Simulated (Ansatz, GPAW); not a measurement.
## GaGe3: energy against volume and a worked fit

```xyz
4
Lattice="4.2785 0.0000 0.0000 0.0000 4.2785 0.0000 0.0000 0.0000 4.2785" Properties=species:S:1:pos:R:3 pbc="T T T"
Ge    2.1392    2.1392    0.0000
Ge    2.1392    0.0000    2.1392
Ge    0.0000    2.1392    2.1392
Ga    0.0000    0.0000    0.0000
```

The cell comes from a database or a generator and needn't be the stable form of this composition.

The cell was scaled at fixed shape and fractions and run with Ansatz, Ansatz PAW, cutoff 420 eV; PBE, k mesh 6 × 6 × 6 on the cell of 4 atoms, fermi-dirac occupations of 0.05 eV, no spin polarisation, no spin-orbit coupling. Energies are those that the program minimises, any entropy of the smearing included. For a metal such a mesh isn't converged to the digits shown.

```csv
V (Å³/atom),energy over the lowest row (meV/atom)
18.4048,13.398
18.7964,5.624
19.1880,1.286
19.5796,0.000
19.9712,?
20.3628,5.345
20.7544,11.426
```

Question: Fit the third-order Birch-Murnaghan form, give V0, B0 and B′, and predict the energy left open.

Answer: With y = (V0/V)^(2/3), E = E0 + (9 V0 B0/16) [(y - 1)³ B′ + (y - 1)² (6 - 4y)]. Least squares through the rows shown give V0 = 19.5603 Å³/atom, E0 = -0.003 meV, B0 = 56.13 GPa (1 eV/Å³ = 160.218 GPa) and B′ = 4.62, with a largest miss of 0.004 meV. At V = 19.9712 the form with these constants gives 1.451 meV; the run gave 1.443 meV an atom. Other set-ups at this level, from all their volumes (Å³/atom, GPa): GPAW, GPAW PAW data sets (gpaw-data 1.2.1): V0 19.467, B0 57.59.
